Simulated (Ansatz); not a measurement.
**Ga4SbAs3: phonons across the zone**

All numbers below come from DFT PBE, scalar-relativistic, plane waves, PAW (Ansatz). Settings: 420 eV plane-wave cutoff, Γ-centred 10×10×4 mesh, Fermi-Dirac smearing of 0.15 eV. No spin polarisation. Phonons by linear response, acoustic sum rule imposed.

Equilibrium structure at this level:
```yaml
crystal:
  lattice:
    - [4.14823, 0.00000, 0.00000]
    - [0.00000, 4.14823, 0.00000]
    - [0.00000, 0.00000, 11.73392]
  atoms:
    - { symbol: Ga, position: [0.50000, 0.00000, 0.63861] }
    - { symbol: Ga, position: [0.00000, 0.50000, 0.87969] }
    - { symbol: Ga, position: [0.50000, 0.00000, 0.12031] }
    - { symbol: Ga, position: [0.00000, 0.50000, 0.36139] }
    - { symbol: Sb, position: [0.00000, 0.00000, 0.50000] }
    - { symbol: As, position: [0.00000, 0.00000, 0.00000] }
    - { symbol: As, position: [0.50000, 0.50000, 0.24095] }
    - { symbol: As, position: [0.50000, 0.50000, 0.75905] }
```

The cell was found from a structure generator's guess, not taken from experiment. In a metal, frequencies and elastic constants depend on the k mesh and the smearing, soft modes and shear constants most. Some empty bands missed the eigensolver's threshold. Spin–orbit coupling is left out, which matters for heavy elements. The q mesh is coarse, so values between its points are rough.

Force constants from linear response on a 2×2×1 q mesh.

Q: Is the structure dynamically stable on this mesh?

A: Yes, on this mesh: no mode is imaginary. Between the mesh points the interpolation dips to 17i cm⁻¹.

Q: Give the frequencies (cm⁻¹; i marks imaginary ones) at the irreducible q points, in fractions of the reciprocal vectors.

A:
```json
{"q": "0.000 0.000 0.000", "star": "1", "frequencies": "0 0 0 53 53 64 64 72 72 110 118 188 212 212 214 227 227 228 228 235 239 239 246 250"}
{"q": "0.000 -0.500 0.000", "star": "2", "frequencies": "47 54 54 55 67 68 88 89 136 142 178 185 204 206 209 210 215 227 228 233 233 233 238 240"}
{"q": "-0.500 -0.500 0.000", "star": "1", "frequencies": "64 65 65 69 88 88 95 97 166 166 181 187 193 193 211 211 217 221 221 224 224 224 232 232"}
```
